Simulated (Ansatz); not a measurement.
Values for one crystal, relaxed and computed with the program Ansatz at the r²SCAN level (PAW); other levels are named.

* **Volume per atom**: 16.40 Å³
* **Band gap**: 0.82 eV (indirect)
* **Mechanical stability**: marginal (the smallest eigenvalue of C is near zero)
* **Valence-band maximum**: on the Γ–M line, 36 % of the way from Γ
* **Conduction-band minimum**: at K (2 equivalent valleys)
* **HSE06 gap on the r²SCAN cell**: 1.48 eV
* **Pressure derivative B′**: 4.4

Pick the material that matches.
(A) KZnF3, cubic perovskite
(B) PbS, NiAs type
(C) ZnS, NiAs type
(D) MgS, P4_2/mmc (Mg on 2c, S on 2e)

C, ZnS, NiAs type

Space group P6_3/mmc (NiAs type). The start of the workflow was typed in or built on a structure type; neither database checked (COD, Materials Project) lists it. It is not the phase usual at ambient conditions (space group No. 186, 216). Symmetry was held in the r²SCAN relaxation; its stability against distortions is not shown here.

Potentials: the later of the program's two PAW sets.
